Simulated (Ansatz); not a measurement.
# Zone-centre phonons of AlN at 3 GPa: input and output

Theory: DFT LDA, scalar-relativistic, plane waves, PAW (Ansatz 0.2.0).

Launched with:
```bash
ansatz run input.yaml --threads 1 --pin off --max-ram 3072MiB --backend cpu --events-out ev --progress --plain --runs-dir out
```

Input (bare energies are in eV):
```yaml
crystal:
  lattice:
    - [0.0, 2.1611053186, 2.1611053186]
    - [2.1611053186, 0.0, 2.1611053186]
    - [2.1611053186, 2.1611053186, 0.0]
  atoms:
    - { symbol: Al, position: [0.0, 0.0, 0.0] }
    - { symbol: "N", position: [0.75, 0.75, 0.75] }
basis:
  ecutwfc: 420
kpoints:
  mp_grid: { grid: [10, 10, 10] }
hamiltonian:
  xc: lda
scf:
  occupations: { method: fixed }
output:
  eigenvalues: true
phonons:
  method: dfpt
  dielectric: true
  rigid_motions: translations
  eigenvectors: true
```

Results section of the output:
```
--- Phonons (Γ-DFPT): 2 representative perturbations + reference, on 171 of 1000 k-points (Σ response iterations 6) ---
  k mesh reduced under 4 symmetry operations, with k and −k counted as one. Each operation leaves every solved perturbation unchanged. A smaller set is not considered because the run solves the response ...
  ASR residual: 2.012e-5 → 0.000e0 eV/Å²; symmetrization residual: 1.518e-6 eV/Å²
  ASR residual per site (eV/Å²): 2.18e-6 2.01e-5
  Γ frequencies (cm⁻¹): 0.00 0.00 0.00 677.45 677.45 677.45
  ε∞ (high-frequency dielectric tensor):
        4.515675    -0.000000     0.000000
       -0.000000     4.515675     0.000000
        0.000000     0.000000     4.515675
  ε⁰ (static dielectric tensor: ions relaxed, cell fixed):
        8.242185    -0.000000    -0.000000
       -0.000000     8.242185     0.000000
       -0.000000     0.000000     8.242185
  ε⁰ − ε∞ (ionic part):
        3.726510    -0.000000    -0.000000
       -0.000000     3.726510     0.000000
       -0.000000     0.000000     3.726510
  softest optical mode at Γ: 677.45 cm⁻¹; the repairs (sum rule, projections) moved no ω² at Γ by more than (0.75 cm⁻¹)²
  Born effective charges Z* (e; rows j = field, columns β = displacement):
    site 0:
         2.54342    0.00000   -0.00000
        -0.00000    2.54342    0.00000
        -0.00000    0.00000    2.54342
    site 1:
        -2.54342   -0.00000    0.00000
         0.00000   -2.54342   -0.00000
         0.00000   -0.00000   -2.54342
  Z* charge neutrality: 1.474e-3 e pre-enforcement
  solved inside a basis spanned on kpoints, on 10×10×10 k-points, its susceptibility summed on 14×14×14: ε∞ is read to err by 1.3e-2, Z* by 9.4e-3 e (field_mesh: kpoints solves on kpoints); Z* is corrected for ...
  optical modes at Γ without the LO–TO term, one row a degenerate level:
      ω (cm⁻¹) modes IR ((D/Å)²/amu)
        677.45      3            48.5591
  optical modes at Γ + LO–TO along q̂ = [1.0000, 0.0000, 0.0000]:
      ω (cm⁻¹) modes IR ((D/Å)²/amu)
        677.45      2            32.3727
        915.24      1            16.1864
  optical modes at Γ + LO–TO along q̂ = [0.0000, 1.0000, 0.0000]:
      ω (cm⁻¹) modes IR ((D/Å)²/amu)
        677.45      2            32.3727
        915.24      1            16.1864
  optical modes at Γ + LO–TO along q̂ = [0.0000, 0.0000, 1.0000]:
      ω (cm⁻¹) modes IR ((D/Å)²/amu)
        677.45      2            32.3727
        915.24      1            16.1864
```

It took 12 s on 1 thread of Intel(R) Xeon(R) Platinum 8559C (Emerald Rapids), on a shared host, peak memory 0.49 GiB.

This zinc-blende form isn't the usual stable structure of the compound at low pressure.